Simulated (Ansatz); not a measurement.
# K2NaCrPb6: reading a single point

```yaml
crystal:
  lattice:
    - [0.00000, 4.99865, 4.99865]
    - [4.99865, 0.00000, 4.99865]
    - [4.99865, 4.99865, 0.00000]
  atoms:
    - { symbol: Cr, position: [0.00000, 0.00000, 0.00000] }
    - { symbol: Pb, position: [0.77070, 0.22930, 0.22930] }
    - { symbol: Pb, position: [0.22930, 0.77070, 0.22930] }
    - { symbol: Pb, position: [0.22930, 0.77070, 0.77070] }
    - { symbol: Pb, position: [0.77070, 0.22930, 0.77070] }
    - { symbol: Pb, position: [0.22930, 0.22930, 0.77070] }
    - { symbol: Pb, position: [0.77070, 0.77070, 0.22930] }
    - { symbol: K, position: [0.25000, 0.25000, 0.25000] }
    - { symbol: K, position: [0.75000, 0.75000, 0.75000] }
    - { symbol: Na, position: [0.50000, 0.50000, 0.50000] }
```

Level: PBE, no spin polarisation; 420 eV; 6×6×6 Γ-centred mesh; fermi-dirac occupations (width 0.1 eV); Ansatz 0.2.0, fixed geometry.

**Question.** Is the cell too large or too small?

**Answer.** The pressure is 24.4 GPa (compression positive), so with the atoms held at these fractions the cell would first expand; the forces are large, so a full relaxation may end otherwise.

**Question.** How is the charge shared?

**Answer.** Bader charges in e: K +0.67, Na +0.72, Cr +0.07, Pb -0.35. In the mean Na gives up most and Pb takes most.

**Question.** Which atom feels the largest force, and which way?

**Answer.** The largest is on Pb7 (and as large on other atoms): 4.76 eV/Å, components (0.00, 0.00, -4.76). It makes 180° with the line to a nearest neighbour, Cr1 at 2.29 Å, pointing away from it.

**Question.** Is there a gap?

**Answer.** It is a metal, with about 12 states/eV a cell as the mean within 0.25 eV of the Fermi level, mostly Pb p (57 %) and Cr d (32 %).

**Question.** What do density and ELF say about some of the short contacts?

**Answer.** Cr–Pb at 2.29 Å: least valence density 0.69 e/Å³ and ELF 0.30 there. Na–Pb at 2.71 Å: least valence density 0.16 e/Å³ and ELF 0.06 there. K–Pb at 3.54 Å: least valence density 0.06 e/Å³ and ELF 0.04 there. Both are smooth PAW fields, read partly inside the augmentation spheres.

Origin: a known structure type with other elements, at an estimated volume, so it need not be a known compound. Caveats: no spin polarisation, so a magnetic state may lie lower; atoms or cell far from equilibrium.
